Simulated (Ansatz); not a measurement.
CdS built on the zincblende prototype at its r2SCAN geometry, in the PAW code Ansatz. One r2SCAN run serves as the base. The settings are then varied one at a time, some on purpose to values that make no sense. Doubtful ones may also carry a cap on iterations. All numbers are computed, and spin polarisation is off unless an edit sets a moment.

Base input:
```yaml
crystal:
  lattice:
    - [0.0, 2.9392148416, 2.9392148416]
    - [2.9392148416, 0.0, 2.9392148416]
    - [2.9392148416, 2.9392148416, 0.0]
  atoms:
    - { symbol: Cd, position: [0.0, 0.0, 0.0] }
    - { symbol: S, position: [0.25, 0.25, 0.25] }
kpoints:
  mp_grid: { grid: [6, 6, 6] }
hamiltonian:
  xc: r2scan
scf:
  occupations: { method: fixed }
  n_extra_bands: 4
output:
  forces: true
  stress: true
  eigenvalues: true
```

Base results:
```
Basis set: ecut = 500 eV, 1243 PW (Γ)
Symmetry: 24 space group operations
Space group: F-43m (ITA 216)
k-points: 16 of 216 (time reversal used)
SCF converged after 6 iterations
Free energy (F): -9175.608701 eV
Fermi energy:    6.318773 eV
--- Stress (GPa, compression-positive) ---
       -0.011198       0.000000       0.000000
        0.000000      -0.011198       0.000000
        0.000000       0.000000      -0.011198
  P = ⅓ Tr σ = -0.0112 GPa (-0.112 kbar)
--- Band table (eV; the first three rows and the last of 16) ---
  k-point 0: bands = […, -1.5978, -1.1262, -1.1262, 6.3188, 6.3188, 6.3188, 7.8605, 13.3867, 13.3867, 13.3867]
  k-point 1: bands = […, -1.4923, -1.1266, -1.1266, 4.8748, 6.1206, 6.1206, 8.9906, 12.9773, 13.7003, 13.7003]
  k-point 2: bands = […, -1.1208, -1.1100, -1.1100, 2.9827, 5.7578, 5.7578, 9.7176, 13.4198, 13.8890, 13.8890]
  k-point 15: bands = […, -1.2014, -1.0856, -0.5592, 2.5093, 4.2069, 4.2378, 11.3664, 11.8315, 15.0034, 15.0977]
```
The gap over this mesh is 1.542 eV.

Command: `ansatz run input.yaml --threads 4 --pin off --max-ram 3686MiB --backend cpu --events-out ev --progress --plain --runs-dir out`.

Task: These lines are set or replaced. What follows?
```yaml
hamiltonian:
  dispersion: d2
```

Result: The program doesn't start.
```
Error: YAML parse error: line 13 column 15: hamiltonian.dispersion: `d2` is not `none`, `rvv10`, `d3bj`, `d3bjatm`, `d4` or a map `{method: …, s8: …, a1: …, a2_bohr: …}` (numbers without units, a2 in bohr) or `{method: …, functional: …}`
```

Task: The input is altered as follows. How does the run end?
```yaml
hamiltonian:
  pseudopotentials: { kind: uspp }
```

Result: The program doesn't start.
```
Error: YAML parse error: line 13 column 29: unknown variant `uspp`, expected one of nc, nc_fr, paw, paw_fr, all_electron
```

One of the further runs printed
```
SCF converged after 7 iterations
Free energy (F): -9175.633940 eV
Internal energy: -9175.518175 eV  (E = F + TS)
E sigma→0 (E₀):  -9175.576057 eV
Entropy (-TS):   -0.115765 eV (-57.883 meV/atom)
Fermi energy:    7.865744 eV
--- Stress (GPa, compression-positive) ---
        0.263140       0.000000       0.000000
        0.000000       0.263140       0.000000
        0.000000       0.000000       0.263140
  P = ⅓ Tr σ = 0.2631 GPa (2.631 kbar)
--- Band table (eV; the first three rows and the last of 16) ---
  k-point 0: bands = […, -1.6008, -1.1281, -1.1281, 6.3038, 6.3038, 6.3038, 7.8523, 13.3802, 13.3802, 13.3802]
  k-point 1: bands = […, -1.4954, -1.1285, -1.1285, 4.8628, 6.1059, 6.1059, 8.9809, 12.9699, 13.6936, 13.6936]
  k-point 2: bands = […, -1.1239, -1.1120, -1.1120, 2.9724, 5.7435, 5.7435, 9.7096, 13.4100, 13.8829, 13.8829]
  k-point 15: bands = […, -1.2037, -1.0876, -0.5627, 2.4992, 4.1950, 4.2260, 11.3611, 11.8219, 14.9967, 15.0879]
```

Task: Which setting had been changed?
A. scf.occupations: fermi_dirac 0.5
B. basis.ecutwfc: 80
C. basis.ecutwfc: 250
D. scf.convergence.dr2_threshold: 1.0

Result: A. The free energy moves by -12.6 meV an atom, the mean stress by +0.27 GPa and the gap on the mesh by +0.007 eV (to 1.549). The term −TS is -58 meV an atom. A width of 0.5 eV moves electrons across a gap of 1.54 eV: this is no longer the ground state.

Task: What happens with this change?
```yaml
accuracy: low
```

Result: Energy, stress and gap stay within 1 meV an atom, 0.1 GPa and 0.005 eV of the base. The result hardly depends on this setting here.

Task: Predict the outcome of this edit.
```yaml
scf:
  occupations: { method: cold, width: 4 }
```

Result: The free energy moves by +1003 meV an atom, the mean stress by -4.15 GPa and the gap on the mesh by +0.332 eV (to 1.874). The term −TS is +2862 meV an atom, of a sign that arises since this scheme's broadening is partly negative. A width of 4 eV moves electrons across a gap of 1.54 eV: this is no longer the ground state.
```
SCF converged after 13 iterations
Free energy (F): -9173.601892 eV
Internal energy: -9179.326160 eV  (E = F + TS)
E sigma→0 (E₀):  -9175.509981 eV
Entropy (-TS):   5.724269 eV (2862.134 meV/atom)
Fermi energy:    6.856996 eV
--- Stress (GPa, compression-positive) ---
       -4.164516       0.000000       0.000000
        0.000000      -4.164516       0.000000
        0.000000       0.000000      -4.164516
  P = ⅓ Tr σ = -4.1645 GPa (-41.645 kbar)
```

Spin-orbit coupling is left out.
